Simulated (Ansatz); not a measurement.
Here is the system:

Si$_{3}$W$_{5}$:
```
Si3W5
1.0
   -4.79868     4.79868     2.46469
    4.79868    -4.79868     2.46469
    4.79868     4.79868    -2.46469
Si W
6 10
Cartesian
  0.00000   0.00000   3.69704
  0.00000   0.00000   1.23235
  3.18580   1.61288   0.00000
  1.61288   3.18580   2.46469
  3.18580  -1.61288   2.46469
  1.61288   6.41156   0.00000
  4.07609   2.64812   2.46469
  0.72260   2.15056   0.00000
 -2.64812   4.07609   2.46469
  7.44680   0.72260   0.00000
 -0.72260   2.15056   2.46469
  5.52128   2.64812   0.00000
  2.15056   0.72260   2.46469
  2.64812   4.07609   0.00000
  0.00000   4.79868   1.23235
  4.79868   0.00000   1.23235
```

This is the PBEsol-relaxed structure.

**Question.** All from PBEsol in the plane-wave PAW code Ansatz, unless another level is named. Estimate the electronic character.

**Answer.** metallic (no gap).

**Question.** Give the formation energy from the elements (no fitted shifts).

**Answer.** -0.23 eV/atom.

**Question.** Give the density of states at the Fermi level.

**Answer.** 0.49 states/eV per atom (mean over ±0.08 eV).

Space group I4/mcm. The first step of the workflow began from a Materials Project structure, measured or hypothetical; the Crystallography Open Database copy checked does not list it. Whether it is the stable phase at ambient conditions was not checked. The cell was relaxed with PBEsol under the symmetry of its start; whether a distortion lowers the energy is not shown. The run is not spin-polarised. The references are the lowest solids computed at this level, not always the standard phases. Spin–orbit coupling is left out wherever it is not named.

Potentials: the earlier of the program's two PAW sets. The files were generated under PBE; for other functionals the program regenerates the frozen cores, and for LDA and PBEsol the local potential too.
